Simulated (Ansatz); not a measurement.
## TiTl: relaxation (Ansatz)

Input:

```yaml
crystal:
  lattice:
    - [2.984918, 0.0, 0.0]
    - [0.0, 2.984918, 0.0]
    - [0.0, 0.0, 9.203499]
  atoms:
    - { symbol: Ti, position: [0.0, 0.5, 0.608] }
    - { symbol: Ti, position: [0.5, 0.0, 0.392] }
    - { symbol: Tl, position: [0.0, 0.5, 0.13] }
    - { symbol: Tl, position: [0.5, 0.0, 0.87] }
  symmetry: { tolerance: 0.0003 }
kpoints:
  mp_grid: { grid: [11, 11, 4], shift: [0, 0, 0] }
magnetization:
  spin_polarized: false
scf:
  occupations: { method: fermi_dirac, width: 0.0984 }
  lower_state_search: "off"
hamiltonian:
  pseudopotentials: { kind: paw }
  xc: pbe
basis:
  ecutwfc: 420
  fft_grid_basis: typed
relax:
  max_steps: 80
  cell: { p_target: 0.0 }
  f_tol: 0.03
output:
  forces: true
  stress: true
  eigenvalues: true
  bader: true
  populations: true
  elf: true
  write_potential: true
  volumetric_format: npy
  dos:
    e_range: [-12, 8]
    de: 0.05
    projected: { site_lists: { Ti: [Ti], Tl: [Tl] } }
  write_density: true
checkpoint:
  read: saved_state
```

The command:

```bash
ansatz run input.yaml --threads 2 --pin off --max-ram 3584MiB --backend cpu --events-out ev --progress --plain --runs-dir out
```

Origin of the cell: a known structure type with other elements, at an estimated volume, so it need not be a known compound.

The saved state is a converged single point of the same cell.

Steps («new basis» is an SCF on plane waves selected anew at the same cell):

```json
{"step": "1", "ΔF (meV/atom)": "0.0", "max force component (eV/Å)": "1.099", "P (GPa)": "5.91", "volume (Å³)": "82.00", "SCF iterations": "7", "step was": "accepted"}
{"step": "2", "ΔF (meV/atom)": "-99.3", "max force component (eV/Å)": "0.068", "P (GPa)": "0.36", "volume (Å³)": "88.88", "SCF iterations": "7", "step was": "accepted"}
{"step": "3", "ΔF (meV/atom)": "-100.1", "max force component (eV/Å)": "0.032", "P (GPa)": "0.09", "volume (Å³)": "89.44", "SCF iterations": "6", "step was": "accepted"}
{"step": "4", "ΔF (meV/atom)": "-100.4", "max force component (eV/Å)": "0.011", "P (GPa)": "0.07", "volume (Å³)": "89.77", "SCF iterations": "6", "step was": "accepted"}
{"step": "5", "ΔF (meV/atom)": "-100.4", "max force component (eV/Å)": "0.004", "P (GPa)": "-0.05", "volume (Å³)": "89.93", "SCF iterations": "6", "step was": "accepted"}
{"step": "6", "ΔF (meV/atom)": "-100.9", "max force component (eV/Å)": "0.004", "P (GPa)": "-0.05", "volume (Å³)": "89.93", "SCF iterations": "6", "step was": "new basis"}
```

Step 1, with forces in eV/Å:

```xyz
4
Lattice="2.985 0.000 0.000 0.000 2.985 0.000 0.000 0.000 9.203" Properties=species:S:1:pos:R:3:forces:R:3 pbc="T T T" step=1
Ti    0.000    1.492    5.596    0.000    0.000   -0.645
Ti    1.492    0.000    3.608    0.000    0.000    0.645
Tl    0.000    1.492    1.196    0.000    0.000    1.099
Tl    1.492    0.000    8.007    0.000    0.000   -1.099
```

Step 2, with forces in eV/Å:

```xyz
4
Lattice="3.092 0.000 0.000 0.000 3.092 0.000 0.000 0.000 9.296" Properties=species:S:1:pos:R:3:forces:R:3 pbc="T T T" step=2
Ti    0.000    1.546    5.532    0.000    0.000    0.019
Ti    1.546    0.000    3.764    0.000    0.000   -0.019
Tl    0.000    1.546    1.405    0.000    0.000    0.068
Tl    1.546    0.000    7.891    0.000    0.000   -0.068
```

Step 3, with forces in eV/Å:

```xyz
4
Lattice="3.090 0.000 0.000 0.000 3.090 0.000 0.000 0.000 9.364" Properties=species:S:1:pos:R:3:forces:R:3 pbc="T T T" step=3
Ti    0.000    1.545    5.569    0.000    0.000   -0.006
Ti    1.545    0.000    3.795    0.000    0.000    0.006
Tl    0.000    1.545    1.427    0.000    0.000    0.032
Tl    1.545    0.000    7.937    0.000    0.000   -0.032
```

Step 6, with forces in eV/Å:

```xyz
4
Lattice="3.085 0.000 0.000 0.000 3.085 0.000 0.000 0.000 9.450" Properties=species:S:1:pos:R:3:forces:R:3 pbc="T T T" step=6
Ti    0.000    1.542    5.613    0.000    0.000    0.003
Ti    1.542    0.000    3.837    0.000    0.000   -0.003
Tl    0.000    1.542    1.451    0.000    0.000    0.004
Tl    1.542    0.000    7.999    0.000    0.000   -0.004
```

```
Free energy lowered by                                                                 : 100.9 meV/atom
Volume change                                                                          : 9.67 %
Final pressure                                                                         : -0.05 GPa
Relaxation steps listed                                                                : 6
Formation energy (elements under the same functional, gases as molecules, uncorrected) : 0.184 eV/atom
Gap on the mesh                                                                        : none (metal)
```

Caveats: no moments, though an odd count or open d shells may carry them; no spin-orbit coupling, though heavy elements are present; the relaxation held the start's symmetry, so the end may be a saddle point.

The run took 47 s on 2 threads of Arm Neoverse V1, on a shared host, peak memory 0.46 GiB, from a saved density.
